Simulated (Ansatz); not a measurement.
The guess for AlRuC4N4 was made by a generator: two interpenetrating cyanide-bridged diamond nets (P-43m, No. 215). The dimensions are guesses.

```cif
data_structure
_symmetry_space_group_name_H-M 'P-43m'
_symmetry_Int_Tables_number 215
_cell_length_a 5.8081
_cell_length_b 5.8081
_cell_length_c 5.8081
_cell_angle_alpha 90.000
_cell_angle_beta 90.000
_cell_angle_gamma 90.000
_cell_volume 195.94
loop_
_atom_site_label
_atom_site_type_symbol
_atom_site_symmetry_multiplicity
_atom_site_Wyckoff_symbol
_atom_site_fract_x
_atom_site_fract_y
_atom_site_fract_z
_atom_site_occupancy
Al1 Al 1 a 0.00000 0.00000 0.00000 1
Ru1 Ru 1 b 0.50000 0.50000 0.50000 1
C1 C 4 e 0.18638 0.18638 0.18638 1
N1 N 4 e 0.30268 0.30268 0.30268 1
```

Computed with DFT PBE, scalar-relativistic, plane waves, PAW (Ansatz). Cutoff 420 eV, Gaussian smearing, Γ-centred meshes. Cell and atoms relax first on a coarse mesh and then on a converged one. In between, the cell is made exact in the group found at 0.06 Å. The steps can't lower the symmetry of their start. Collinear spin, starting moments Ru 1.0 μB.

A guess keeps its type if space group and coordination stay and the shape of the cell changes little (axis ratios within about 15 %, angles within 6°); the volume may change.

Q: Does it keep its structure type, or change into something else?

A: It keeps its type. The symmetry stays P-43m (No. 215). The volume per atom grows by 8.5 %, from 19.6 to 21.3 Å³. The shortest distance stays 1.17 Å (C–N). Counting neighbours within 15 % of an atom's shortest distance, the start has Al 4, C 1, N 1, Ru 4 and the end Al 4, C 1, N 1, Ru 4.

The last run used collinear spin, a 6×6×6 mesh for its 10-atom cell and Gaussian smearing of 0.02 eV. Another magnetic order may lie lower. Symmetry constrained the relaxation, so the result can be a saddle point.
